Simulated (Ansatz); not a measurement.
Here is the system:

AlCr₂C:
```cif
data_C2Al2Cr4
_chemical_formula_sum 'Al2 Cr4 C2'
_space_group_name_H-M_alt 'P 1'
_space_group_IT_number 1
_cell_length_a 2.82353
_cell_length_b 2.82353
_cell_length_c 12.63402
_cell_angle_alpha 90.000
_cell_angle_beta 90.000
_cell_angle_gamma 120.000
loop_
_space_group_symop_operation_xyz
  'x, y, z'
loop_
_atom_site_label
_atom_site_type_symbol
_atom_site_fract_x
_atom_site_fract_y
_atom_site_fract_z
_atom_site_occupancy
Al1 Al 0.66667 0.33333 0.25000 1
Al2 Al 0.33333 0.66667 0.75000 1
Cr1 Cr 0.33333 0.66667 0.41543 1
Cr2 Cr 0.66667 0.33333 0.58457 1
Cr3 Cr 0.66667 0.33333 0.91543 1
Cr4 Cr 0.33333 0.66667 0.08457 1
C1 C 0.00000 0.00000 0.50000 1
C2 C 0.00000 0.00000 0.00000 1
```

This is the r²SCAN-relaxed structure.

Problem. All from plane-wave PAW r²SCAN (Ansatz code), unless another level is named. Predict the electronic character.

Solution. metallic (no gap).

Problem. Next, the formation energy from the elements (no fitted shifts)?

Solution. -0.065 eV/atom.

Problem. Next, the density of states at the Fermi level?

Solution. 0.68 states/eV per atom (mean over ±0.08 eV).

Space group P6_3/mmc. The r²SCAN relaxation kept the symmetry of its start; of distortions, only those at the zone centre were tested. The run is not spin-polarised. The references are the lowest solids computed at this level, not always the standard phases.

Potentials: the earlier of the program's two PAW sets.
